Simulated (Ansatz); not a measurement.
Given:

CsGeI3:
```yaml
crystal:
  lattice:
    - [4.21786, 2.43518, 3.58861]
    - [-4.21786, 2.43518, 3.58861]
    - [0.00000, -4.87036, 3.58861]
  atoms:
    - { symbol: Cs, position: [0.40544, 0.40544, 0.40544] }
    - { symbol: Ge, position: [0.87192, 0.87192, 0.87192] }
    - { symbol: I, position: [0.90859, 0.90859, 0.41729] }
    - { symbol: I, position: [0.90859, 0.41729, 0.90859] }
    - { symbol: I, position: [0.41729, 0.90859, 0.90859] }
```

This is the r²SCAN-relaxed structure.

All from DFT-r²SCAN in the program Ansatz with PAW potentials, unless another level is named. Give the gap with spin–orbit coupling.

1.00 eV.

Predict the band gap.

1.10 eV (direct).

And the electron effective mass?

0.11, 0.54, 0.54 mₑ (principal values).

And the formation energy from the elements (no fitted shifts)?

-0.94 eV/atom.

Give the weight of the conduction-edge state by species (Voronoi cells).

Ge 67 %, I 33 %.

Space group R3m. The first step of the workflow began from a Materials Project structure, measured or hypothetical; the Crystallography Open Database files this formula in space group No. 160, but the cells were not matched. Its standing as an ambient phase is unchecked. The r²SCAN relaxation kept the symmetry of its start; its stability against distortions is not shown here. The references are the lowest solids computed at this level, not always the standard phases. Spin–orbit coupling is left out wherever it is not named.

Potentials: the later of the program's two PAW sets.
